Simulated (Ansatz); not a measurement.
Single point in Ansatz 0.2.0 with PBE, no spin polarisation. Cutoff 420 eV, PAW datasets, 5×5×9 Γ-centred k mesh, fermi-dirac filling (width 0.1 eV).

Computed maps in the lattice plane spanned by a (left to right, 7.94 Å, 24 points from zero) and b (bottom to top, 7.94 Å, 24 points from zero), 90° apart, at height 0.000 along c. The fields are smooth PAW ones with compensation charges, not the true ones near nuclei.

Valence density. Digits on a logarithmic scale: 0 up to 0.03 e/Å³, each further digit a factor of 1.6, 9 from 1.3 e/Å³ up:
```
788754689998655554334788
887645799999754433224678
776445799999854322223467
544335799999753222233445
432234689998643223345554
432223567776432223567776
643223345554432234689998
753222233445544335799999
854322223467776445799999
754433224678887645799999
655554334788788754689998
667876445787278754467876
689998645788788743345555
799999754678887642233445
899999754467776432222345
799999753344554433222235
689998643223445554332234
467776532223467776532223
445554332234689998643223
554433222235799999753344
776432222345899999754467
887642233445799999754678
788743345555689998645788
278754467876667876445787
```

ELF. Ten even steps from '0' (0.00) to '9' (0.85):
```
039931346654223444215993
899722356775333332113899
998412467976443211111479
453113456766443111221123
111124445654442112443221
221124544433221124544433
442112443221111124445654
443111221123453113456766
443211111479998412467976
333332113899899722356775
223444215993039931346654
223444214980008941244432
245664313993039951244432
357765322799899831123333
467976421489997411111234
466765431135432112211134
445654442111112234421124
233444542112233444542112
112234421124445654442111
432112211134466765431135
997411111234467976421489
899831123333357765322799
039951244432245664313993
008941244432223444214980
```

Question: The cell is Ca₂Au₂Br. Which atoms lie within 0.2 Å of this plane, and where (fractions of a and b)?

Answer: Au at (0.62, 0.12), Au at (0.88, 0.62), Au at (0.38, 0.88), Au at (0.12, 0.38), Br at (0.00, 0.00), Br at (0.50, 0.50). The whole cell:
```yaml
crystal:
  lattice:
    - [7.94096, 0.00000, 0.00000]
    - [0.00000, 7.94096, 0.00000]
    - [0.00000, 0.00000, 3.77922]
  atoms:
    - { symbol: Ca, position: [0.17330, 0.67330, 0.50000] }
    - { symbol: Ca, position: [0.32670, 0.17330, 0.50000] }
    - { symbol: Ca, position: [0.82670, 0.32670, 0.50000] }
    - { symbol: Ca, position: [0.67330, 0.82670, 0.50000] }
    - { symbol: Au, position: [0.62284, 0.12284, 0.00000] }
    - { symbol: Au, position: [0.87716, 0.62284, 0.00000] }
    - { symbol: Au, position: [0.37716, 0.87716, 0.00000] }
    - { symbol: Au, position: [0.12284, 0.37716, 0.00000] }
    - { symbol: Br, position: [0.00000, 0.00000, 0.00000] }
    - { symbol: Br, position: [0.50000, 0.50000, 0.00000] }
```

Origin: a known structure type with other elements, at an estimated volume, so it need not be a known compound. Caveats: many states at the Fermi level without spin polarisation, so a magnetic state may lie lower.
